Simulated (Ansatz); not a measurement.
CeTaN$_{3}$ in space group R3c (No. 161; Ce on 6a, Ta on 6a, N on 18b), plane-wave PAW r²SCAN (Ansatz code), all energies at zero smearing, with the estimated change up to a 700 eV cutoff added, with one set of potentials and settings (totals compare only within such a set). Cell of 10 atoms (2 Ce, 2 Ta, 6 N): -35394.161 eV.

| element | reference phase | E (eV/atom) |
|---|---|---|
| Ce | Fm-3m, 1 atoms in the cell | -6589.8439 |
| Ta | Im-3m, 1 atoms in the cell | -9945.1755 |
| N | Pa-3, 8 atoms in the cell | -384.8341 |

Formation energy per atom, worked out: (-35394.161 − 2×(-6589.8439) − 2×(-9945.1755) − 6×(-384.8341))/10 = -1.512 eV/atom (-146 kJ per mol of atoms), at 0 K, without zero-point energy or fitted corrections.

The start of the workflow was typed in or built on a structure type; neither database checked (COD, Materials Project) lists it. Whether it is the stable phase at ambient conditions was not checked. The r²SCAN relaxation kept the symmetry of its start; its stability against distortions is not shown here. The workflow began spin-polarised and lost its moments. The 4f shell is in the valence. No Hubbard U is applied. The references are the lowest solids computed at this level, not always the standard phases (solids in place of the gases). Spin–orbit coupling is left out wherever it is not named.

Potentials: the earlier of the program's two PAW sets. The files were generated under PBE; for other functionals the program regenerates the frozen cores, and for LDA and PBEsol the local potential too.
